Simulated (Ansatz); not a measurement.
Relaxed-ion elastic tensor of Li (fcc (Cu type), Fm-3m) in GPa (Voigt order), r²SCAN (plane waves, PAW; program Ansatz); density 0.55 g/cm³, 20.96 Å³ per atom.

```
15.4  11.8  11.8   0.0   0.0   0.0
11.8  15.4  11.8   0.0   0.0   0.0
11.8  11.8  15.4   0.0   0.0   0.0
 0.0   0.0   0.0  10.1   0.0   0.0
 0.0   0.0   0.0   0.0  10.1   0.0
 0.0   0.0   0.0   0.0   0.0  10.1
```

Task: Is the crystal mechanically stable?

Result: Yes: the smallest eigenvalue of C is 3.6 GPa.

Task: Work out the Voigt, Reuss and Hill averages.

Result: K_V = 13.0, K_R = 13.0, K_H = 13.0; G_V = 6.8, G_R = 3.5, G_H = 5.2 GPa.

Task: Give Young's modulus, Poisson's ratio, Pugh's ratio and the universal anisotropy index.

Result: E = 9KG/(3K + G) = 13.7 GPa; ν = 0.32; K/G = 2.52 (ductile by the Pugh limit of 1.75); A_U = 5G_V/G_R + K_V/K_R − 6 = 4.62.

Task: Estimate the sound speeds and the Debye temperature.

Result: v_l = √((K + 4G/3)/ρ) = 6020 m/s, v_t = √(G/ρ) = 3070 m/s, mean 3440 m/s; Θ = (h/k)(3n/4πV)^(1/3) v_m = 371 K.

Task: Give the Zener ratio and Young's modulus along [100], [110] and [111].

Result: A = 2C44/(C11 − C12) = 5.68; 1/E = S11 − 2(S11 − S12 − S44/2)Γ with Γ = 0, 1/4, 1/3 gives 5.1, 12.5, 24.2 GPa.

The first step of the workflow began from a Materials Project structure, measured or hypothetical; the Crystallography Open Database files this formula in space group No. 225, but the cells were not matched. It is not the phase usual at ambient conditions (space group No. 229). Symmetry was held in the r²SCAN relaxation; its stability against distortions is not shown here. As this level gives no gap, shear constants depend on the k-mesh and smearing (Fermi–Dirac, 0.1 eV here).

Potentials: the later of the program's two PAW sets.
